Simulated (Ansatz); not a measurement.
# Structures of LiMo3: which is lowest?

Plane-wave DFT in Ansatz with scalar-relativistic PAW potentials, cutoff 420 eV, Γ-centred meshes chosen by cell and gap, Gaussian smearing with energies taken to zero width. Every cell was relaxed (cell and atoms) in a run of its own, within the symmetry of its start. Functional: PBE.

Relaxed structures (starts from databases or built by putting these elements on another compound's sites):
A. Pm-3m, 4 atoms in the computed cell, a = 3.900 Å; sites (symmetry × multiplicity) Li m-3m × 1, Mo 4/mm.m × 3; start: built
B. I4/mmm, 4 atoms in the computed cell, a = 3.749 Å, c = 8.519 Å; sites (symmetry × multiplicity) Li 4/mmm × 2, Mo -4m2 × 4 + 4/mmm × 2; start: built

Rank them by energy. Could pressure change the order?

| structure | group | E − E(lowest) (meV/atom) | V (Å³/atom) | gap on mesh (eV) |
| --- | --- | --- | --- | --- |
| A | Pm-3m | 0.0 | 14.83 | 0.00 |
| B | I4/mmm | 67 | 14.97 | 0.00 |

A is lowest, 67 meV/atom under B. The lowest is also the densest of these, so pressure wouldn't bring one of the others in at first order. Other structures may lie lower than all of these, and vibrations aren't counted.